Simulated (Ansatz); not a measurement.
**NbTe2: computed property card**

NbTe$_{2}$:
```
NbTe2
1.0
    3.70129     0.00000     0.00000
   -1.85065     3.20542     0.00000
    0.00000     0.00000     6.96369
Nb Te
1 2
Cartesian
  0.00000   0.00000   0.00000
  1.85065   1.06847   5.15218
  0.00000   2.13694   1.81151
```
The run is spin-polarised; directions of the spins, atom by atom: 0 0 0.

Space group P-3m1 (No. 164), CdI2 type; conventional cell a = b = 3.701 Å, c = 6.964 Å, α = β = 90.00°, γ = 120.00°.

Method: the program Ansatz at the r²SCAN+D4 level (PAW). Geometry: relaxed at this level of theory. Other levels are named where they apply.

Cell and energy:

| Quantity | Result |
|---|---|
| Volume per atom | 27.54 Å³ |
| Density | 7.00 g/cm³ |
| Formation energy from the elements (no fitted shifts) | -0.52 eV/atom |

Electronic structure:

| Item | Result |
|---|---|
| Electronic character | metallic (no gap) |
| Density of states at the Fermi level | 0.71 states/eV per atom (mean over ±0.08 eV) |

Magnetism:

| Item | Result |
|---|---|
| Magnetic order | ferromagnetic |
| Net moment | 0.06 μB per atom |

Mechanics:

| Quantity | Value |
|---|---|
| Bulk modulus (Birch–Murnaghan fit) | 25.1 GPa |
| Pressure derivative B′ | 10.6 |

Charges:

| Item | Value |
|---|---|
| Bader charges | Nb +1.23, Te -0.61 e |

The first step of the workflow began from a Materials Project structure, measured or hypothetical; the Crystallography Open Database copy checked does not list it. COD files the formula under space group No. 12. Its standing as an ambient phase is unchecked. The r²SCAN+D4 relaxation kept the symmetry of its start; its stability against distortions is not shown here. The final state is ferromagnetic, the only order run, not a proven ground state. The cell computed holds one magnetic atom, so no antiferromagnetic order was within reach. Other orbital occupations within this spin state were not tried. No Hubbard U is applied. Point labels and valley counts follow the cell and symmetry of the run, lower than the named group. The references are the lowest solids computed at this level, not always the standard phases. Spin–orbit coupling is left out wherever it is not named.

Potentials: the later of the program's two PAW sets.
